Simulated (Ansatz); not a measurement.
**How much do the gradients of PtSe2 depend on the method?**

Cell: an entry of the Crystallography Open Database (COD), its atoms then relaxed with PBE in this cell.

```yaml
crystal:
  lattice:
    - [3.72400, 0.00000, 0.00000]
    - [-1.86200, 3.22508, 0.00000]
    - [0.00000, 0.00000, 5.06200]
  atoms:
    - { symbol: Pt, position: [0.00000, 0.00000, 0.00000] }
    - { symbol: Se, position: [0.33333, 0.66667, 0.25920] }
    - { symbol: Se, position: [0.66667, 0.33333, 0.74080] }
```

Sites (sets of like atoms) are named by element and the number of their first atom in this list.

First run. The numbers come from a DFT calculation in Ansatz (PBE, plane waves and PAW, scalar-relativistic, 420 eV cutoff, Γ-centred 10×10×7 k-points, Fermi–Dirac smearing 0.05 eV).

```json
{"site": "Pt", "atom": "1", "V_zz (10²¹ V/m²)": "8.83", "η": "0.00"}
{"site": "Se", "atom": "2", "V_zz (10²¹ V/m²)": "-3.00", "η": "0.00"}
```

Second run. The same atoms and settings, except that spin–orbit coupling is included (fully relativistic PAW files).

(1) What does the second run give?

Results:

(1) 

| site | atom | V_zz | η | change of V_zz |
| --- | --- | --- | --- | --- |
| Pt | 1 | 8.83 | 0.00 | 0.00 |
| Se | 2 | -3.72 | 0.00 | -0.72 |

The largest change of V_zz is on Se, from -3.00 to -3.72. In per cent, |V_zz| changes by 0 on Pt, +24 on Se (all sites that start above 2).

At this cell the principal stresses reach 5 GPa in size with PBE, which can matter for small gradients. The run finds no gap above 0.1 eV (a metal, or nearly one), so the gradients can move by 10 % or more with the k-mesh.
